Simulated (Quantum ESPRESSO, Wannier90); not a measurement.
## SiS₂ (I-42d), plane waves to Wannier functions

```
SiS2
1.0
    5.55923     0.00000     0.00000
    0.00000     5.55923     0.00000
   -2.77962    -2.77962     4.33698
Si S
2 4
Cartesian
  0.00000  -2.77962   2.16849
  0.00000   0.00000   0.00000
  1.38981   1.20641  -1.08424
  1.20641  -1.38981   1.08424
 -1.38981  -1.20641  -1.08424
 -1.20641   1.38981   1.08424
```

Cell from Materials Project (mp-7583), symmetrised, no further relaxation. COD (Crystallography Open Database) has the formula in 2 space groups, this one among them (matched by group alone). Method: PBEsol plane waves in Quantum ESPRESSO 7.5 (PseudoDojo norm-conserving files, 42 Ry, no spin polarisation, no spin-orbit coupling), Bloch states on a 6×6×6 mesh through Γ, Wannier90 4.0.1. Density: 8×8×8 mesh, cold smearing 0.01 Ry.

Functional, cutoff and mesh named above are those of the base row (6×6×6); the first column says what each row takes instead. Model: 16 functions from bands 1-16, start SCDM (isolated) (the valence bands). Energies are relative to the valence-band maximum; the misfit is to pw.x on a path, for all bands of the set. Only the mesh of Bloch states changes. Ω_total can sit in another minimum from row to row; Ω_I of an isolated set cannot.

```tsv
mesh	Ω_I (Å²)	Ω_total (Å²)	rms misfit (meV)	k-points (cost)	rough cost of nscf and overlaps (first row = 1)
2×2×2	15.19	18.43	40	8	1.0
3×3×3	17.31	20.52	14	27	3.0
4×4×4	18.26	21.36	2.3	64	7
5×5×5	18.77	21.80	0.8	125	13
6×6×6	19.07	22.05	0.2	216	21
7×7×7	19.26	22.21	0.1	343	30
```
